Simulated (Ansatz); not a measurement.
A geometry of Ga2Cu away from equilibrium: step 4 of the relaxation of a relaxed Ga2Cu cell shaken by Gaussian noise of σ = 0.08 Å a coordinate. Level of theory: PBEsol (plane waves to 420 eV, PAW, scalar-relativistic; Ansatz, a first-principles code). Γ-centred k-mesh 6×6×6 on the run's cell (coarser than for final values), Fermi–Dirac smearing 0.05 eV.

```xyz
9
Lattice="4.0635 2.3858 2.6936 -4.0565 2.3667 2.6996 -0.0130 -4.6182 2.5782" Properties=species:S:1:pos:R:3:forces:R:3 pbc="T T T" free_energy=-42223.596 pressure_GPa=-0.1
Cu     0.1178    -2.2263     5.2801    0.0211    0.0697   -0.0021
Cu    -2.0334    -1.0206     2.6892   -0.1969    0.0350    0.0484
Cu     1.9720    -1.2526     2.3763   -0.2082    0.0084   -0.2596
Ga     0.0109     0.1310     5.3047    0.2672    0.0339    0.0222
Ga     0.0391     0.0565     2.8345    0.2727   -0.1110    0.1454
Ga    -0.1628    -2.3478     1.3507   -0.0556    0.0114    0.0148
Ga     2.0152     1.1191     1.2061   -0.0255   -0.0021    0.0153
Ga    -2.0265    -3.3076     4.0552    0.0751    0.0515    0.0019
Ga    -0.1558    -0.0464     0.0638   -0.1498   -0.0968    0.0137
```

Positions in Å, forces in eV/Å, free energy of the cell in eV (comparable only within this code, potentials and settings). Largest force: 0.33 eV/Å, on Cu3, Ga5 (atoms numbered as listed); the geometry lies 0.25 eV/atom above the end of its relaxation.

No spin polarisation in the result.

The end of the path is a generated cell of Ga2Cu: the first start was made by a random draw of sites in a space group, and the end was not matched to a known phase here, so it may be hypothetical.
